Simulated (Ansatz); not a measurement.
## CaP2H2O7: O-17 nuclear quadrupole resonance

Cell: a structure deposited in the COD, its atoms then relaxed with PBE in this cell.

```cif
data_CaP2H2O7
_symmetry_space_group_name_H-M 'C2/c'
_symmetry_Int_Tables_number 15
_cell_length_a 7.3276
_cell_length_b 8.1282
_cell_length_c 9.7632
_cell_angle_alpha 90.000
_cell_angle_beta 101.239
_cell_angle_gamma 90.000
loop_
_atom_site_label
_atom_site_type_symbol
_atom_site_symmetry_multiplicity
_atom_site_Wyckoff_symbol
_atom_site_fract_x
_atom_site_fract_y
_atom_site_fract_z
Ca Ca 4 a 0.0000 0.0000 0.0000
H H 8 f 0.2879 0.2054 0.3484
P P 8 f 0.6647 0.8862 0.1889
O11 O 8 f 0.7570 0.0247 0.1236
O15 O 8 f 0.8087 0.8267 0.3249
O19 O 8 f 0.5909 0.7425 0.0999
O23 O 4 e 0.5000 0.9771 0.2500
```

One atom of each set is listed; the run and its k-mesh use a cell of 24 atoms with edges of 5.47, 5.47, 9.76 Å.

Computed with Ansatz: DFT, PBE, plane waves and PAW, scalar-relativistic, 420 eV cutoff, Γ-centred 5×5×3 k-points, Fermi–Dirac smearing 0.02 eV.

O-17: I = 5/2, Q = -25.58 mb (year-2017 value). Static lattice, zero field.

(1) At which frequencies do the O-17 NQR lines lie?

## Answers

(1) For I = 5/2 and η = 0 the lines are 3|C_Q|/20 and twice that; η pulls their ratio below 2. At large η the states mix, and weaker lines appear at sums of the main ones; lines under 5 % of the strongest are left out.

```json
{"site": "O11", "atoms": "4", "V_zz (10²¹ V/m²)": "8.68", "C_Q (MHz)": "-5.37", "η": "0.39", "line frequencies (MHz)": "0.928, 1.57"}
{"site": "O15", "atoms": "4", "V_zz (10²¹ V/m²)": "10.75", "C_Q (MHz)": "-6.65", "η": "0.98", "line frequencies (MHz)": "1.73, 1.77, 3.50"}
{"site": "O19", "atoms": "4", "V_zz (10²¹ V/m²)": "8.46", "C_Q (MHz)": "-5.24", "η": "0.04", "line frequencies (MHz)": "0.787, 1.57"}
{"site": "O23", "atoms": "2", "V_zz (10²¹ V/m²)": "12.69", "C_Q (MHz)": "-7.85", "η": "0.54", "line frequencies (MHz)": "1.50, 2.24"}
```

At O11 V_zz points along its bond to P (within 4°). At O19 V_zz points along the shorter of its two bonds, to P (within 1°). At O23 V_zz runs parallel to the line that joins its two neighbours (within 1°).

The entry's hydrogen positions were far off; the other atoms hardly move on relaxation.
